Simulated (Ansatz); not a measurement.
A single-point calculation of In4BiSb3 as one 8-atom ordering (P-43m) on the zincblende lattice with the PAW code Ansatz, at the level r2SCAN. The geometry is the r2SCAN minimum.

The input:
```yaml
crystal:
  lattice:
    - [6.6076213798, 0.0, 0.0]
    - [0.0, 6.6076213798, 0.0]
    - [0.0, 0.0, 6.6076213798]
  atoms:
    - { symbol: Sb, position: [0.5, 0.0, 0.0] }
    - { symbol: In, position: [0.2467587593, 0.7532412407, 0.7532412407] }
    - { symbol: Sb, position: [0.0, 0.5, 0.0] }
    - { symbol: In, position: [0.7532412407, 0.2467587593, 0.7532412407] }
    - { symbol: Sb, position: [0.0, 0.0, 0.5] }
    - { symbol: In, position: [0.7532412407, 0.7532412407, 0.2467587593] }
    - { symbol: Bi, position: [0.5, 0.5, 0.5] }
    - { symbol: In, position: [0.2467587593, 0.2467587593, 0.2467587593] }
kpoints:
  mp_grid: { grid: [4, 4, 4] }
  band_path:
    path: [[0.0, 0.0, 0.0], [0.0, 0.5, 0.0], [0.5, 0.5, 0.0], [0.5, 0.5, 0.5]]
    npoints: 1
hamiltonian:
  xc: r2scan
scf:
  occupations: { method: fermi_dirac, width: 0.02 }
  n_extra_bands: 6
output:
  forces: true
  stress: true
  eigenvalues: true
```

Run as `ansatz run input.yaml --threads 2 --pin off --max-ram 20275MiB --backend cpu --events-out ev --progress --plain --runs-dir out`. Wall time 15 s on 2 threads of AMD EPYC 7R13 Processor (Zen 3), on a shared host, load about 3.6 per core; peak host memory 1.2 GiB.

What the program printed (shortened):
```
scf.n_extra_bands = 6 over 56 filled bands (N_el = 112.0): the run solves 62 bands
Pseudopotential: Sb, paw, valence charge 15, recommended cutoff 500 eV (meta_gga)
Pseudopotential: In, paw, valence charge 13, recommended cutoff 500 eV (meta_gga)
Pseudopotential: Bi, paw, valence charge 15, recommended cutoff 500 eV (meta_gga)
Functional definition: r2SCAN
Crystal: 8 atoms, lattice volume = 288.493 Å³
Basis set: ecut = 500 eV, 7249 PW (Γ)
Symmetry: 24 space group operations
Space group: P-43m (ITA 215)
k-points: 10 of 64 (time reversal used)
preconditioner: auto → Resta (q_TF=auto, 2.330 Å⁻¹)  ε∞=3.1  [σ=0.020 eV  ℏωp=18.6 eV]
Free energy (F): -54357.323420 eV
Internal energy: -54357.322226 eV  (E = F + TS)
E sigma→0 (E₀):  -54357.322823 eV
Entropy (-TS):   -0.001194 eV (-0.149 meV/atom)
Fermi energy:    6.791856 eV
--- Per-component energies (eV) ---
  E_band       = -1099.997779
  E_kinetic    = 1890.577725
  E_local      = -12949.850404
  E_nonlocal   = 3120.971757
  E_hartree    = 5369.331815
  E_xc         = -1322.928152
  E_vxc        = -886.986275
  E_paw        = -41236.419360
  E_vpaw       = -3074.812533
  E_vtau       = 61.431850
  E_ewald      = -9235.261207
  E_core_change = 6.255842
  E_smearing   = -0.001194
--- Stress (GPa, compression-positive) ---
        0.000013       0.000000       0.000000
        0.000000       0.000013       0.000000
        0.000000       0.000000       0.000013
  P = ⅓ Tr σ = 0.0000 GPa (0.000 kbar)
```

bands.tsv, columns around the gap (it counts bands from 0):
```tsv
# k_distance	band_51	band_52	band_53	band_54	band_55	band_56	band_57	band_58	band_59
# fermi_ev = 6.791856
# [0, 0, 0] at k_distance = 0.000000
# [0, 0.5, 0] at k_distance = 0.475450
# [0.5, 0.5, 0] at k_distance = 0.950900
# [0.5, 0.5, 0.5] at k_distance = 1.426350
# levels_relative_to = fermi_ev
0.000	-2.188	-2.188	-0.428	-0.014	-0.014	-0.014	1.289	1.518	1.518
0.475	-2.619	-1.511	-1.511	-1.307	-1.307	1.660	1.846	2.534	2.605
0.951	-2.594	-1.210	-1.117	-0.950	-0.950	1.961	2.074	2.074	2.312
1.426	-1.084	-1.084	-0.836	-0.836	-0.836	0.294	0.646	0.646	0.646
```
In order the rows are Γ, X, M, R.

r2SCAN gives a gap of zero: filled and empty bands touch at Γ. The mean stress is close to zero (0.00 GPa).

No spin polarisation and no zero-point or thermal motion; the cell was built from a prototype and may be hypothetical.

No spin-orbit coupling is included; it can move band edges with weight on the heavy atoms by tenths of an eV.
